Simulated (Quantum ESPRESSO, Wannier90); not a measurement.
**AgNO₃ (R3m): Wannier90 run**

```xyz
5
Lattice="2.5909 1.4959 2.8787 -2.5909 1.4959 2.8787 0.0000 -2.9917 2.8787" Properties=species:S:1:pos:R:3 pbc="T T T"
Ag     0.0000     0.0000    -0.0169
N      0.0000     0.0000    -3.6781
O      0.0000     1.7214     2.0993
O     -1.4908    -0.8607     2.0993
O      1.4908    -0.8607     2.0993
```

Cell from Materials Project (mp-8196), symmetrised, no further relaxation. COD (Crystallography Open Database) has the formula in 2 space groups, this one among them (matched by group alone). Computed values, not measurements, from PBEsol: Quantum ESPRESSO (norm-conserving PseudoDojo potentials, cutoff 68 Ry, spinors with spin-orbit coupling) on a Γ-centred 6×6×6 mesh, then Wannier90. Density: 8×8×8 mesh, cold smearing 0.01 Ry.

Bands 43-46 form an isolated set from 1.61 to 4.90 eV relative to the valence-band maximum (on the path) and are turned into 4 Wannier functions by minimising the spread from the start: SCDM (isolated).

### Question
Where do the functions sit, how wide are they and what are they made of?

### Answer
```tsv
functions	spread (Å²)	nearest atom, distance (Å)	second atom, distance (Å)	weight on atomic waves
2	2.30	N 0.03	O 1.27	O 2p 57 %, N 2p 37 %
2	4.17	Ag 0.20	O 2.66	Ag 5s 80 %, O 2p 12 %
```

Ω_I = 12.83 Å², Ω_total = 12.94 Å²; the interpolated bands follow pw.x to 6.2 meV rms on the path. Only this start was tried; a symmetric start can stop on a saddle, and mixtures of these functions could lower the total by at most Ω_total − Ω_I.
